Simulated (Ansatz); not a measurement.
CdPt (P4/mmm) as a metal

```yaml
crystal:
  lattice:
    - [2.94298, 0.00000, 0.00000]
    - [0.00000, 2.94298, 0.00000]
    - [0.00000, 0.00000, 3.84053]
  atoms:
    - { symbol: Cd, position: [0.00000, 0.00000, 0.00000] }
    - { symbol: Pt, position: [0.50000, 0.50000, 0.50000] }
```

Computed, not measured; unless marked otherwise by PBEsol, all-electron LAPW in Ansatz 0.2.0, scalar-relativistic. k mesh 14×14×10, fine mesh 20×20×16, Fermi-Dirac smearing of 0.100 eV, basis error target 1 meV/atom. The cell was relaxed by PAW under this functional. The structure is one entry of a database and needn't be the stable phase.

Levels and slopes are solved on a 20×20×16 mesh, and each state is taken as quadratic over its cell.

(1) What is the density of states at the Fermi level, and which bare Sommerfeld coefficient follows?

(2) What Drude plasma energy and σ/τ do the band velocities give?

(3) Which bands cross the Fermi level, and what do they carry?

(4) Map the plane k₃ = 1/2 of the mesh: how many bands lie under the Fermi level at each point, counted from the least on the plane?

(5) On PAW files the program sums the optical response inside the mesh cells, interband lines and its own Drude term. Where does ε₁ rise through zero (a sharp plasmon if ε₂ is small there), and how much light is reflected?

(6) What does PAW give for the same cell?

Results:

(1) N(E_F) = 0.271 states/eV/atom (both spins), so γ = (π²/3) k_B² N(E_F) = 0.64 mJ/(mol-atom K²) without electron-phonon or spin-fluctuation enhancement.

(2) (ħω_p,α)² = (e²/ε₀VN_k) Σ_nkσ (∂E/∂k_α)² δ(E − E_F) gives ħω_p = (6.66, 6.66, 8.25) eV along x, y, z, and σ/τ = ε₀ω_p² = 9.06×10²⁰ Ω⁻¹m⁻¹s⁻¹ along x. Weighted by the density of states, the mean Fermi speed is 1.05×10⁶ m/s; the surface has an area of 14 Å⁻² for each spin direction.

(3) 

| band | filled part | N (states/eV/cell) | speed (10⁶ m/s) | 5th to 95th percentile | area (Å⁻²) | filling |
| --- | --- | --- | --- | --- | --- | --- |
| 1 | 0.99 | 0.0888 | 0.454 | 0.35 to 0.65 | 0.99 | nearly full |
| 2 | 0.85 | 0.224 | 1.15 | 0.54 to 1.46 | 6.33 | partly filled |
| 3 | 0.16 | 0.23 | 1.19 | 0.81 to 1.41 | 6.71 | partly filled |

(4) k₁ runs to the right and k₂ upwards, each from −½ to ½ with 0 in the middle (the axes needn't be at right angles):
```
01111111333331111111
11111112333332111111
11111223333333221111
11112223333333222111
11122233333333322211
11122333333333332211
11233333333333333321
23333333333333333333
33333333333333333333
33333333333333333333
33333333333333333333
23333333333333333333
11233333333333333321
11122333333333332211
11122233333333322211
11112223333333222111
11111223333333221111
11111112333332111111
01111111333331111111
00111111233321111110
```

(5) 

```
Fine mesh                         : 20, 20, 16
Window top                        : 25 eV
Line width                        : 0.15 eV
Drude damping                     : 0.03 eV
ε₁ rises through zero at x        : 3.64, 4.7, 7.87, 9 eV
ε₂ there x                        : 7.97, 7.27, 3.67, 3.13
ε₁ rises through zero at z        : 4.17, 7.08, 7.75, 9.7 eV
ε₂ there z                        : 6.03, 4.3, 3.95, 2.89
Plasma energy (x, y, z)           : 6.625, 6.625, 8.174 eV
Reflectivity at 1 eV, x-polarised : 0.8303
Reflectivity at 2 eV, x-polarised : 0.5443
Reflectivity at 3 eV, x-polarised : 0.4677
```

The plasma energy here is the program's own sum at the run's smearing; it differs from the value above by up to 1 %, through mesh and smearing.

(6) N(E_F) = 0.271 states/eV/atom and ħω_p,x = 6.66 eV.

Keep in mind: no spin-orbit coupling on heavy atoms; filled d bands lie too high at this level, so their transitions start too early; these sums move with the mesh, by several per cent and more for small sheets; frozen-core PAW files fitted under PBE, their cores solved anew for the functional of the run.
